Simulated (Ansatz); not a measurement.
Two states of CrHS2

```
CELL_PARAMETERS angstrom
3.83341 0.00000 0.00000
0.00000 3.83341 0.00000
0.00000 0.00000 7.69538
ATOMIC_POSITIONS crystal
S 0.75000 0.25000 0.50000
S 0.25000 0.75000 0.50000
S 0.25000 0.25000 0.15280
S 0.75000 0.75000 0.84720
H 0.25000 0.25000 0.80480
H 0.75000 0.75000 0.19520
Cr 0.25000 0.25000 0.41350
Cr 0.75000 0.75000 0.58650
```

Method: r2SCAN; PAW, plane waves to 500 eV, 6×6×3 Γ-centred mesh, fermi-dirac occupations (width 0.1 eV) (Ansatz 0.2.0), atoms fixed.

State A: H5 up, H6 up, Cr7 up, Cr8 up (collinear spin). State B: H5 down, H6 up, Cr7 up, Cr8 down (collinear spin).

Compare the two self-consistent states.

State A is lower by 31.6 meV an atom at zero smearing; in free energy at this smearing B lies +30.8 meV an atom from A.

```
state  free energy (meV/atom)  largest moment in a small sphere (μB)  net moment (μB/cell)  gap on mesh (eV)  pressure (GPa)  largest force (eV/Å)
    A                     0.0                                   1.41                  4.49             metal            39.6                  4.52
    B                    30.8                                   1.35                  0.00             metal            40.6                  5.00
```

Origin: a known structure type with other elements, at an estimated volume, so it need not be a known compound. Caveats: semilocal functionals often miss the gap of such magnets; atoms or cell far from equilibrium.
